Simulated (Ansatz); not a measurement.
Relaxed-ion elastic tensor of Os (hcp (Mg type), P6_3/mmc) in GPa (Voigt order), PBEsol (plane waves, PAW; program Ansatz); density 22.74 g/cm³, 13.89 Å³ per atom.

```json
[
 {"": "1", "1": "792", "2": "241", "3": "235", "4": "0.0", "5": "0.0", "6": "0.0"},
 {"": "2", "1": "241", "2": "792", "3": "235", "4": "0.0", "5": "0.0", "6": "0.0"},
 {"": "3", "1": "235", "2": "235", "3": "888", "4": "0.0", "5": "0.0", "6": "0.0"},
 {"": "4", "1": "0.0", "2": "0.0", "3": "0.0", "4": "276", "5": "0.0", "6": "0.0"},
 {"": "5", "1": "0.0", "2": "0.0", "3": "0.0", "4": "0.0", "5": "276", "6": "0.0"},
 {"": "6", "1": "0.0", "2": "0.0", "3": "0.0", "4": "0.0", "5": "0.0", "6": "276"}
]
```

### Question
Is the crystal mechanically stable?

### Answer
Yes: the smallest eigenvalue of C is 276 GPa.

### Question
Work out the Voigt, Reuss and Hill averages.

### Answer
K_V = 433, K_R = 432, K_H = 432; G_V = 283, G_R = 282, G_H = 283 GPa.

### Question
Give Young's modulus, Poisson's ratio, Pugh's ratio and the universal anisotropy index.

### Answer
E = 9KG/(3K + G) = 696 GPa; ν = 0.23; K/G = 1.53 (brittle by the Pugh limit of 1.75); A_U = 5G_V/G_R + K_V/K_R − 6 = 0.02.

### Question
Estimate the sound speeds and the Debye temperature.

### Answer
v_l = √((K + 4G/3)/ρ) = 5970 m/s, v_t = √(G/ρ) = 3530 m/s, mean 3910 m/s; Θ = (h/k)(3n/4πV)^(1/3) v_m = 484 K.

### Question
Solve the Christoffel equation for the three sound speeds along x, y, z.

### Answer
Eigenvalues of C_ijkl n_j n_l equal ρv². In km/s, slowest first: x 3.48, 3.49, 5.90; y 3.48, 3.49, 5.90; z 3.49, 3.49, 6.25.

### Question
How much does each axis shrink under pressure?

### Answer
Linear compressibilities β_i = Σ_j S_ij (j = 1 to 3): x 0.81, y 0.81, z 0.70 per TPa.

Symmetry was held in the PBEsol relaxation. No spin polarisation was allowed. As this level gives no gap, shear constants depend on the k-mesh and smearing (Fermi–Dirac, 0.1 eV here). Scalar-relativistic: spin–orbit coupling is off unless named, which matters more the heavier the elements.

Potentials: the earlier of the program's two PAW sets. The files were generated under PBE; for other functionals the program regenerates the frozen cores, and for LDA and PBEsol the local potential too.
